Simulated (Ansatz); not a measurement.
## Kick test of a cell of MgCd₃Se₄

It was reached by relaxing an invented guess, and it needn't be the stable form of this composition.

These are results of DFT PBE, scalar-relativistic, plane waves, PAW in Ansatz 0.2.0, not measurements. Plane waves to 420 eV, a k mesh through Γ of 6×6×6 on the computed 8-atom cell and Gaussian smearing (0.02 eV); no spin polarisation.

The cell below (8 atoms, space group P-43m (No. 215)) is relaxed within its symmetry.

```
CELL_PARAMETERS angstrom
6.14276 0.00000 0.00000
0.00000 6.14276 0.00000
0.00000 0.00000 6.14276
ATOMIC_POSITIONS crystal
Mg 0.00000 0.00000 0.00000
Cd 0.00000 0.50000 0.50000
Cd 0.50000 0.00000 0.50000
Cd 0.50000 0.50000 0.00000
Se 0.75532 0.75532 0.24468
Se 0.75532 0.24468 0.75532
Se 0.24468 0.75532 0.75532
Se 0.24468 0.24468 0.24468
```

For the test it was strained at random (σ = 1.5 % a component), the atoms were moved at random (σ = 0.15 Å), and all was relaxed again on a coarse 2×2×2 mesh (in the run’s order of axes) with 0.10 eV smearing, with no symmetry imposed.

Task: Does it come back?

Result: It returns, within 1 meV/atom of the unmoved cell on that mesh and with the same symmetry when read at 0.1 Å (P1 at 0.01 Å, so small strains and shifts remain). No instability shows in this cell; modes of other wave vectors, which need another repeat, aren't tested.
